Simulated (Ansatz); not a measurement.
The elements of this relaxed trial crystal are hidden behind letters.

```
lattice vectors (Å)
   6.5018    0.0000    0.0000
  -3.2509    5.6307    0.0000
   0.0000    0.0000    2.8220
fractional positions
X 0.7424 0.7424 0.0000
X 0.3333 0.6667 0.5000
X 0.0000 0.2576 0.0000
X 0.2576 0.0000 0.0000
X 0.6667 0.3333 0.5000
Z 0.0000 0.0000 0.5000
```

Computed with DFT PBE, scalar-relativistic, plane waves, PAW (Ansatz). Plane waves to 420 eV, a 6×6×14 mesh through Γ for the 6-atom cell and 0.10 eV Gaussian smearing; no spin polarisation.

- Space group: P-62m (No. 189)
- Conventional cell: a = 6.502 Å, c = 2.822 Å
- Volume per atom: 17.22 Å³
- Density: 5.83 g/cm³
- Energy over the elements: +0.22 eV/atom
- Gap on the 6×6×14 mesh of the 6-atom cell: 0 eV (a metal)

Energies are uncorrected and count from the elements' standard states at the same level.

Q: X is a p-block element of period 4 and Z is a p-block element of period 2. Which elements are they?

A: X = Ga, Z = N, so the formula is Ga5N. Density times volume gives a mean mass of 5.83 × 17.22/1.6605 = 60.5 u per atom, and this set has 60.4 u. Among the elements that the hints allow, noble gases aside, only these give it. Ga on a site of symmetry m2m has 2 N at 2.19 Å and 8 Ga at 2.82–2.90 Å; around Ga on a site of symmetry -6 lie 8 Ga at 2.82–2.83 Å; N is surrounded by 6 Ga at 2.19 Å and 2 N at 2.82 Å.

Symmetry constrained the relaxation, so the result can be a saddle point. Another cell of Ga5N relaxed alike, in P-6m2, lies 52 meV/atom lower, so this cell isn't the stable form at this level.
